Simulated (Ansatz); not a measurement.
Ga:
```yaml
crystal:
  lattice:
    - [3.76885, -2.25597, 0.00000]
    - [3.76885, 2.25597, 0.00000]
    - [0.00000, 0.00000, 4.50286]
  atoms:
    - { symbol: Ga, position: [0.99130, 0.33386, 0.25000] }
    - { symbol: Ga, position: [0.00870, 0.66614, 0.75000] }
    - { symbol: Ga, position: [0.33386, 0.99130, 0.75000] }
    - { symbol: Ga, position: [0.66614, 0.00870, 0.25000] }
```

Relaxed with LDA. Special points in fractions of this cell's reciprocal vectors: Γ (0.000, 0.000, 0.000); Y (0.500, 0.500, 0.000); F0 (0.340, 0.660, 0.000); Δ0 (-0.340, 0.340, 0.000); Z (0.000, 0.000, 0.500); B0 (-0.340, 0.340, 0.500); G0 (0.340, 0.660, 0.500); T (0.500, 0.500, 0.500); S (0.000, 0.500, 0.000); R (0.000, 0.500, 0.500).

### Question
List the band energies nearest the Fermi level at these points for LDA in the plane-wave PAW code Ansatz.

### Answer
In eV from the Fermi level; about four levels below and three above (degenerate sets whole), none deeper than 8.9 eV; points with the same levels are listed once.

```csv
k,below,above
Γ,-3.47 -2.28 -1.92 -0.99,1.05 1.17 2.65
Y,-4.22 -2.79 -1.91 -1.89,0.38 1.19 3.57
F0,-1.22 -1.05 -0.59 -0.17,0.26 3.23 3.32
Z,-0.52 -0.52 -0.02 -0.02,0.13 0.13 3.06 3.06
B0,-6.48 -6.48 -3.37 -3.37,4.41 4.41 5.45 5.45
T,-5.68 -5.68 -2.01 -2.01,0.28 0.28 7.02 7.02
S,-1.35 -0.45 -0.33 -0.15,3.69 4.61 5.90
R,-6.27 -6.27 -1.51 -1.51,0.96 0.96 6.97 6.97
```

Space group Cmcm. The workflow started from a Materials Project entry (that database holds measured and hypothetical structures alike); the Crystallography Open Database files this formula in space group No. 63, but the cells were not matched. It is not the phase usual at ambient conditions (space group No. 64). Symmetry was held in the LDA relaxation; of distortions, only those at the zone centre were tested. Scalar-relativistic: spin–orbit coupling is off unless named, which matters more the heavier the elements.

Potentials: the later of the program's two PAW sets.
